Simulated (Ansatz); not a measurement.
Property card for Ge

Ge:
```
Ge
1.0
    3.99763     0.00000     0.00000
   -1.99881     3.46205     0.00000
    0.00000     0.00000     6.59406
Ge
4
Direct
  0.66667   0.33333   0.06285
  0.33333   0.66667   0.93715
  0.33333   0.66667   0.56285
  0.66667   0.33333   0.43715
```

Space group P6_3/mmc (No. 194); conventional cell a = 3.998 Å, b = 3.998 Å, c = 6.594 Å, α = 90.00°, β = 90.00°, γ = 120.00°.

Method: DFT-PBEsol in the program Ansatz with PAW potentials. The cell and atoms are relaxed at this level. Other levels are named where they apply.

**Cell and energy**

- Volume per atom = 22.82 Å³
- Density = 5.29 g/cm³

**Electronic structure**

- Electronic character: no gap, with almost no states at the Fermi level (zero-gap or semimetallic)
- Density of states at the Fermi level: 0.01 states/eV per atom (mean over ±0.08 eV)
- HSE06 gap on the PBEsol cell: 0.38 eV (a hybrid on a coarse mesh can open a false gap in a semimetal)
- Gap with spin–orbit coupling: none (metallic)

**Mechanics**

* **Bulk modulus (Birch–Murnaghan fit)**: 676 kbar
* **Pressure derivative B′**: 4.7
* **Elastic constants (relaxed ions, GPa)**: C11 = 136, C12 = 38.4, C13 = 25.4, C33 = 157, C44 = 38.3
* **Mechanical stability**: stable (all eigenvalues of C positive)
* **Hill bulk and shear moduli**: 67.5 and 46.9 GPa
* **Young's modulus**: 114 GPa
* **Poisson's ratio**: 0.22
* **Debye temperature from the elastic constants**: 346 K

**Phonons**

- Highest zone-centre frequency = 285 cm^-1
- Zone-centre stability = no imaginary mode at Γ

The workflow started from a Materials Project entry (that database holds measured and hypothetical structures alike); the Crystallography Open Database copy checked does not list it. It is not the phase usual at ambient conditions (space group No. 227). The cell was relaxed with PBEsol under the symmetry of its start. As this level gives no gap, shear constants depend on the k-mesh and smearing (Fermi–Dirac, 0.1 eV here). As this level gives no gap, phonon frequencies hold no LO–TO term and depend on the k-mesh and smearing (Fermi–Dirac, 0.1 eV here). Scalar-relativistic: spin–orbit coupling is off unless named, which matters more the heavier the elements.

Potentials: the earlier of the program's two PAW sets. The files were generated under PBE; for other functionals the program regenerates the frozen cores, and for LDA and PBEsol the local potential too.
